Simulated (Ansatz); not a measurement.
Relaxed-ion elastic tensor of Ba (diamond, Fd-3m) in GPa (Voigt order), PBEsol in the plane-wave PAW code Ansatz; density 4.50 g/cm³, 50.73 Å³ per atom.

```
  5.9   18.6   18.6    0.0    0.0    0.0
 18.6    5.9   18.6    0.0    0.0    0.0
 18.6   18.6    5.9    0.0    0.0    0.0
  0.0    0.0    0.0  -15.5    0.0    0.0
  0.0    0.0    0.0    0.0  -15.5    0.0
  0.0    0.0    0.0    0.0    0.0  -15.5
```

Task: Is the crystal mechanically stable?

Result: No: the smallest eigenvalue of C is -15.5 GPa.

The start of the workflow was typed in or built on a structure type; neither database checked (COD, Materials Project) lists it. It is not the phase usual at ambient conditions (space group No. 229). Symmetry was held in the PBEsol relaxation. At this level the phase is mechanically unstable. The volume moved by -49 % from the start of the relaxation. As this level gives no gap, shear constants depend on the k-mesh and smearing (Fermi–Dirac, 0.1 eV here). Spin–orbit coupling is left out wherever it is not named.

Potentials: the later of the program's two PAW sets.
